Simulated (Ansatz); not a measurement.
# MoSe: which magnetic state is lowest?

Computed with DFT r2SCAN+U, scalar-relativistic, plane waves, PAW in Ansatz.

```
Mo Se
1.0
     0.00000    3.11083    3.11083
     3.11083    0.00000    3.11083
     3.11083    3.11083    0.00000
Mo Se
1 1
Cartesian
  0.0000 0.0000 0.0000
  1.5554 1.5554 1.5554
```

* plane-wave cutoff: 500 eV
* Γ-centred k-mesh: 12×12×12
* occupation rule: Gaussian smearing, 0.1 eV
* U_eff on Löwdin-orthogonalised atomic d orbitals: Mo 4.38 eV
* list of starting moments (μB, in atom order): 2 0
* check for lower electronic states after the SCF: asked for but not made

All runs keep this geometry, which stands near equilibrium for the lowest state (largest force there 0.000 eV/Å, pressure 0.0 GPa; forces reach 0.52 eV/Å in another state) and needn't be a stable compound; relaxing each order would shift the differences by some 17 meV/atom, going by the pressures and a bulk modulus of about 150 GPa. A propagation vector, in units of the reciprocal vectors, doubles the cell, which takes an equally dense mesh. The large starts are 3.5 0 μB. The small starts are 0.5 0 μB. r2SCAN tends to overstate moments in metals. Site moments are spin moments in atom-centred spheres that scale with the neighbour distance. The states are those that the runs reached from these starts; a lower one can exist.

Question: Starts tried: no spin; ferromagnetic; large parallel starting moments; antiferromagnetic, doubled cell, propagation vector (0, 0, 1/2); antiferromagnetic, doubled cell, propagation vector (0, 1/2, 1/2); small parallel starting moments. Which state comes out lowest, and what are the moments?

Answer: The lowest state is ferromagnetic, reached from the start “ferromagnetic” and the start “large parallel starting moments” and the start “small parallel starting moments”, with site moments (μB) Mo +3.24, Se -0.31.

```tsv
start	ends	energy above lowest (meV/atom)	site moments (μB)	gap on mesh (eV)	P (GPa)
no spin	non-magnetic	976	none over 0.05	1.78	-5.2
ferromagnetic	ferromagnetic	0.00	Mo +3.24, Se -0.31	metal	0.0
large parallel starting moments	ferromagnetic	0.00	Mo +3.24, Se -0.31	metal	0.0
antiferromagnetic, doubled cell, propagation vector (0, 0, 1/2)	antiferromagnetic	116	Mo +3.15, Se -0.25, Mo -3.15, Se +0.25	metal	-0.5
antiferromagnetic, doubled cell, propagation vector (0, 1/2, 1/2)	antiferromagnetic	177	Mo +3.13, Mo -3.13	metal	-0.6
small parallel starting moments	ferromagnetic	0.00	Mo +3.24, Se -0.31	metal	0.0
```